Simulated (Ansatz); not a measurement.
The cell below belongs to a search over invented structures; it isn't taken from experiment.

Input and command of a plane-wave DFT calculation in Ansatz:

```yaml
crystal:
  lattice:
    - [-1.6562641373, 1.8733004221, 6.3820143114]
    - [1.6562641373, -1.8733004221, 6.3820143114]
    - [1.6562641373, 1.8733004221, -6.3820143114]
  atoms:
    - { symbol: Ca, position: [0.3457913994, 0.3457913994, 0.0] }
    - { symbol: Ca, position: [0.6542086006, 0.6542086006, 0.0] }
    - { symbol: Ru, position: [0.0, 0.0, 0.0], spin: 1.0 }
    - { symbol: O, position: [0.5, 0.0, 0.5] }
    - { symbol: O, position: [0.8338939751, 0.8338939751, 0.0] }
    - { symbol: O, position: [0.1661060249, 0.1661060249, 0.0] }
basis:
  ecutwfc: 420
kpoints:
  mp_grid: { grid: [8, 8, 8] }
hamiltonian:
  xc: pbe
scf:
  occupations: { method: gaussian, width: 0.1 }
  lower_state_search: "off"
output:
  forces: true
  stress: true
  eigenvalues: true
  populations: true
magnetization:
  spin_polarized: true
```

```bash
ansatz run input.yaml --threads 1 --pin off --max-ram 2560MiB --backend cpu --events-out ev --progress --plain --runs-dir out
```

Processor: Intel(R) Xeon(R) Processor @ 2.50GHz (Skylake/Cascade Lake), 1 thread, on a host shared with other jobs.

How long does it run, and how much memory does it take?

About 2 min, peak memory 0.61 GiB. It solves 34 bands at 95 k points (after reduction by symmetry) with about 1567 plane waves, in 19 SCF iterations.
